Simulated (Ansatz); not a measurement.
A geometry of SnO away from equilibrium: step 2 of the relaxation of a relaxed SnO cell displaced along its unstable phonon at q = (½, 0, 0) of its primitive reciprocal cell (168i cm⁻¹), largest move 0.15 Å. The numbers are results of PBE (plane waves to 420 eV, PAW, scalar-relativistic; Ansatz, a quantum-chemistry and plane-wave program), not measurements. Γ-centred k-mesh 4×7×11 on the run's cell (coarser than for final values), Fermi–Dirac smearing 0.05 eV. The plane waves were selected for a different cell earlier on the path.

```
SnO
1.0
    6.51469    -7.34467     0.00000
    3.23905     3.65616     0.00000
    0.00000     0.00000     3.01470
Sn O
4 4
Direct
  0.13777   0.27511   0.00586
  0.63777   0.27511   0.99414
  0.36223   0.72489   0.99414
  0.86223   0.72489   0.00586
  0.16753   0.66825   0.43639
  0.66753   0.66825   0.56361
  0.33247   0.33175   0.56361
  0.83247   0.33175   0.43639
```

Question: Give the Cartesian forces on all atoms (eV/Å).

Answer: 
```
atom     Fx     Fy     Fz
----  -----  -----  -----
Sn1    0.28  -0.03   0.10
Sn2    0.28  -0.03  -0.10
Sn3   -0.28   0.03  -0.10
Sn4   -0.28   0.03   0.10
O5     0.06   0.18  -0.35
O6     0.06   0.18   0.35
O7    -0.06  -0.18   0.35
O8    -0.06  -0.18  -0.35
```

The path ends in Cmcm (No. 63). No spin polarisation in the result.

The run could not lose the symmetry of its start: the end is stationary, and may be a saddle point rather than a minimum.

The end of the path is a generated cell of SnO: the first start was made by placing the elements on the sites of a structure type, and the end was not matched to a known phase here, so it may be hypothetical. Known forms of SnO include space group No. 129.
